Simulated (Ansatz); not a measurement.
FeCo, first-principles data

FeCo:
```yaml
crystal:
  lattice:
    - [2.84500, 0.00000, 0.00000]
    - [0.00000, 2.84500, 0.00000]
    - [0.00000, 0.00000, 2.84500]
  atoms:
    - { symbol: Fe, position: [0.00000, 0.00000, 0.00000] }
    - { symbol: Co, position: [0.50000, 0.50000, 0.50000] }
```
The run is spin-polarised; directions of the spins, atom by atom: ↑ ↑.

Space group Pm-3m (No. 221), CsCl type; conventional cell a = 2.8450 Å, b = 2.8450 Å, c = 2.8450 Å, α = 90.00°, β = 90.00°, γ = 90.00°.

Method: PBE in the plane-wave PAW code Ansatz. The cell and atoms are relaxed at this level. Other levels are named where they apply.

### Cell and energy

```yaml
volume_per_atom: 11.51 Å³
density: 8.28 g/cm³
Formation energy from the elements (no fitted shifts): -0.066 eV/atom
```

### Electronic structure

```yaml
electronic_character: metallic (no gap)
Density of states at the Fermi level: 0.69 states/eV per atom (mean over ±0.08 eV)
```

### Magnetism

```yaml
magnetic_order: ferromagnetic
net_moment: 2.27 μB per atom
```

### Mechanics

```yaml
Bulk modulus (Birch–Murnaghan fit): 193 GPa
Pressure derivative B′: 4.5
```

The cell was relaxed with PBE under the symmetry of its start. The final state is ferromagnetic, chosen from 4 collinear starts compared on coarse meshes (ties went to the first, and starts can fall back to one state), not a proven ground state. Textbook magnetic order: ferromagnetic. The references are the lowest solids computed at this level, not always the standard phases.

Potentials: the earlier of the program's two PAW sets.
